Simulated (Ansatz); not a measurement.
Computed properties of SiRu2

SiRu$_{2}$:
```yaml
crystal:
  lattice:
    - [3.73761, 0.00000, 0.00000]
    - [0.00000, 3.73761, 0.00000]
    - [0.00000, 0.00000, 5.90829]
  atoms:
    - { symbol: Ru, position: [0.00000, 0.00000, 0.00000] }
    - { symbol: Ru, position: [0.50000, 0.50000, 0.00000] }
    - { symbol: Ru, position: [0.50000, 0.00000, 0.33633] }
    - { symbol: Ru, position: [0.00000, 0.50000, 0.66367] }
    - { symbol: Si, position: [0.50000, 0.00000, 0.72801] }
    - { symbol: Si, position: [0.00000, 0.50000, 0.27199] }
```

Space group P4/nmm (No. 129); conventional cell a = 3.7376 Å, b = 3.7376 Å, c = 5.9083 Å, α = 90.00°, β = 90.00°, γ = 90.00°.

Method: r²SCAN (plane waves, PAW; program Ansatz). Geometry: relaxed at this level of theory. Other levels are named where they apply.

**Cell and energy**

```json
{
  "volume_per_atom": "13.76 Å³",
  "density": "9.26 g/cm³",
  "Formation energy from the elements (no fitted shifts)": "-0.24 eV/atom"
}
```

**Electronic structure**

```json
{
  "electronic_character": "metallic (no gap)",
  "Density of states at the Fermi level": "0.73 states/eV per atom (mean over ±0.08 eV)",
  "Gap with spin–orbit coupling": "none (metallic)"
}
```

**Mechanics**

```json
{
 "Bulk modulus (Birch–Murnaghan fit)": "249 GPa",
 "Pressure derivative B′": "4.8"
}
```

**Charges**

```json
{
  "bader_charges": "Ru -0.32 to -0.31, Si +0.63 e"
}
```

The cell is a constructed one: a structure type filled with these elements; neither database checked (COD, Materials Project) lists it. Whether it is the stable phase at ambient conditions was not checked. The cell was relaxed with r²SCAN under the symmetry of its start; whether a distortion lowers the energy is not shown. The run is not spin-polarised. The references are the lowest solids computed at this level, not always the standard phases. Scalar-relativistic: spin–orbit coupling is off unless named, which matters more the heavier the elements.

Potentials: the earlier of the program's two PAW sets.
